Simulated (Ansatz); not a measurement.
## Sb: stationary points along a deformation path

Theory: Ansatz 0.2.0, DFT PBEsol, scalar-relativistic, plane waves, PAW. Cutoff 420 eV, Γ-centred 20×20×20 k-points, Gaussian smearing of 0.15 eV. No spin polarisation. Energies are free energies at this smearing, counted from the undisturbed cell; pressure is positive in compression.

The starting cell (as given, not relaxed at this level; it stands at -1.2 GPa; this fcc form isn't the usual structure):

```
CELL_PARAMETERS angstrom
0.00000 2.37124 2.37124
2.37124 0.00000 2.37124
2.37124 2.37124 0.00000
ATOMIC_POSITIONS crystal
Sb 0.00000 0.00000 0.00000
```

At fixed volume and fractional coordinates, lengths along (0.000, 0.000, 1.000) are scaled against those across it; ρ is that ratio over its starting value. V = 26.666 Å³/atom. Δσ is the stress along the axis less the mean stress across it (compression positive).

```
    ρ  ΔE (meV/atom)  Δσ (GPa) space group
0.707          -86.5      0.00        Im-3m
0.850          -36.1     -3.59       I4/mmm
1.000            0.0      0.00        Fm-3m
1.200          -15.4     -0.06       I4/mmm
1.414           30.7     -5.84       I4/mmm
```

Q: How does the stress give the slope of the energy, and where is the energy stationary?

A: Along the path d ln(length) is 2/3 d ln ρ on the axis and −1/3 d ln ρ across it, so dE/d ln ρ = −(2/3) V Δσ: the energy falls with ρ where Δσ is positive. Δσ vanishes or changes sign at ρ = 0.707 (Im-3m, an end of the scan), at -86.5 meV/atom; at ρ = 1.000 (Fm-3m), a stationary point at 0.0 meV/atom; between ρ = 1.000 and 1.200, at least one minimum (the energy falls over this step, yet the slope at ρ = 1.200 points the other way). Pairs of stationary points between two samples would go unseen, and could change a minimum read from distant neighbours into a maximum. At ρ = 0.707, 1.000 the cell is cubic, where symmetry alone makes the stress isotropic and the slope zero.

Q: Is the start the lowest point of the path?

A: No: ρ = 0.707 lies 86.5 meV/atom lower, with no sampled rise above the start on the way. Volume and inner coordinates are held, so a relaxed structure there would lie lower still.

In a metal these slopes depend on the k mesh and the smearing.